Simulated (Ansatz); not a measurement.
Here is the system:

Mo:
```
CELL_PARAMETERS angstrom
      2.71447     0.00000     0.00000
     -1.35724     2.35080     0.00000
      0.00000     0.00000     4.80324
ATOMIC_POSITIONS crystal
  Mo 0.66667 0.33333 0.75000
  Mo 0.33333 0.66667 0.25000
```

This is the LDA-relaxed structure.

Q: All from LDA in the plane-wave PAW code Ansatz, unless another level is named. Estimate the highest zone-centre frequency.

A: 266 cm⁻¹.

Q: What about the bulk modulus (Birch–Murnaghan fit)?

A: 261 GPa.

Space group P6_3/mmc (hcp (Mg type)). The first step of the workflow began from a Materials Project structure, measured or hypothetical; the Crystallography Open Database copy checked does not list it. It is not the phase usual at ambient conditions (space group No. 229). The cell was relaxed with LDA under the symmetry of its start; of distortions, only those at the zone centre were tested, and some modes there are weakly imaginary. No spin polarisation was allowed. As this level gives no gap, phonon frequencies hold no LO–TO term and depend on the k-mesh and smearing (Fermi–Dirac, 0.1 eV here). On the denser mesh and wider smearing of the elastic run this cell carries a stress of 0.5 GPa.

Potentials: the earlier of the program's two PAW sets.
